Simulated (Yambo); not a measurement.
AgCl (rock salt, space group Fm-3m, No. 225), G0W0@LDA in Yambo with this input:

```
rim_cut
gw0
dyson
el_el_corr
HF_and_locXC
ppa
em1d
RandQpts= 1000000
RandGvec= 1 Ry
EXXRLvcs= 86 Ry
VXCRLvcs= 344 Ry
Chimod= "HARTREE"
% BndsRnXp
 5 | 100 |
%
NGsBlkXp= 10 Ry
% LongDrXp
 1.0 | 1.0 | 1.0 |
%
PPAPntXp= 27.2114 eV
% GbndRnge
 1 | 100 |
%
GTermKind= "BG"
DysSolver= "n"
ExtendOut
```

On a 4×4×4 mesh, with wavefunctions cut at 86 Ry, the gap (L → Γ) is 2.313 eV and the valence edge shifts by -1.090 eV.

Task: What happens with this change: 6 Ry block?

Result: The gap falls by 0.067 eV, to 2.246 eV; the shift of the valence edge becomes -0.955 eV. Neither run is shown to be the converged limit.

Spin-orbit coupling is not included.

Geometry relaxed with LDA; primitive cell a = b = c = 3.787 Å, α = β = γ = 60.00°.

A shift is the quasiparticle energy of the state minus its LDA energy.
